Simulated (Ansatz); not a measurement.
The start is a generated cell, Fe placed in the dhcp structure type. A full variable-cell relaxation at zero pressure is run with r2SCAN (plane waves to 500 eV, PAW, scalar-relativistic; Ansatz, a first-principles code). The first steps use a coarse 14×14×4 k-mesh.

Initial structure:
```
Fe
1.0
    2.56966     0.00000     0.00000
   -1.28483     2.22539     0.00000
    0.00000     0.00000     8.26789
Fe
4
Direct
  0.00000   0.00000   0.00000
  0.00000   0.00000   0.50000
  0.33333   0.66667   0.25000
  0.66667   0.33333   0.75000
```
Spin-polarised start, with parallel moments on Fe.

Problem. What pressure does the first self-consistent step give?

Solution. +5.2 GPa (positive: the cell is compressed).

Problem. By how much does the energy per atom fall from start to end?

Solution. 0.01 eV/atom.

Problem. How does the volume per atom move from start to end?

Solution. +3.1 %, from 11.82 to 12.18 Å³/atom.

Problem. How do the shortest distances between atoms change?

Solution. The closest pairs of elements (up to four, under 3.6 Å), start → end: Fe–Fe 2.54 → 2.56 Å.

Problem. What band gap does the relaxed structure have at this level?

Solution. No gap (metallic).

Problem. Give the final cell and atomic positions.

Solution. 
```cif
data_Fe4
_chemical_formula_sum 'Fe4'
_space_group_name_H-M_alt 'P63/mmc'
_space_group_IT_number 194
_space_group_name_Hall '-P 6c 2c'
_cell_length_a 2.56094
_cell_length_b 2.56094
_cell_length_c 8.58121
_cell_angle_alpha 90.000
_cell_angle_beta 90.000
_cell_angle_gamma 120.000
loop_
_atom_site_label
_atom_site_type_symbol
_atom_site_symmetry_multiplicity
_atom_site_Wyckoff_symbol
_atom_site_fract_x
_atom_site_fract_y
_atom_site_fract_z
_atom_site_occupancy
Fe1 Fe 2 a 0.00000 0.00000 0.00000 1
Fe2 Fe 2 c 0.33333 0.66667 0.25000 1
```

The space group stays P6₃/mmc (No. 194) (the run could not lower it); the end is AFLOW prototype A_hP4_194_ac (A3', as in La), with 4 atoms in the primitive magnetic cell. Final values are on a 21×21×6 k-mesh of the relaxed cell. Spin state reached: ferromagnetic (net 2.82 μB/atom), from parallel starting moments; other spin orders were not run from this start. r2SCAN tends to overstate moments in metals. The program's look for a lower electronic state was skipped, cut short or left open in this run.

The run could not lose the symmetry of its start, so the end can be a saddle point.

All atoms sit on sites fixed by symmetry, so only the cell could relax.

The relaxed structure here is a generated cell of Fe: the first start was made by placing the elements on the sites of a structure type, and the end was not matched to a known phase here, so it may be hypothetical. Known forms of Fe include space group No. 229.
